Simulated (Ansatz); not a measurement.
Q: BN in space group P6_3/mmc (No. 194; B on 2b, N on 2d) is relaxed with r²SCAN+D4 in the plane-wave PAW code Ansatz. What lattice parameters of the conventional cell result?

A: a = 2.497 Å, c = 6.662 Å.

Q: Is it a metal or does it have a gap at this level?

A: A gap of 4.22 eV.

The first step of the workflow began from a Materials Project structure, measured or hypothetical. Its sites differ from those of the usual phase in this space group: another stacking or structure type. Symmetry was held in the r²SCAN+D4 relaxation; phonons on a q-mesh show no instability.

Potentials: the earlier of the program's two PAW sets.
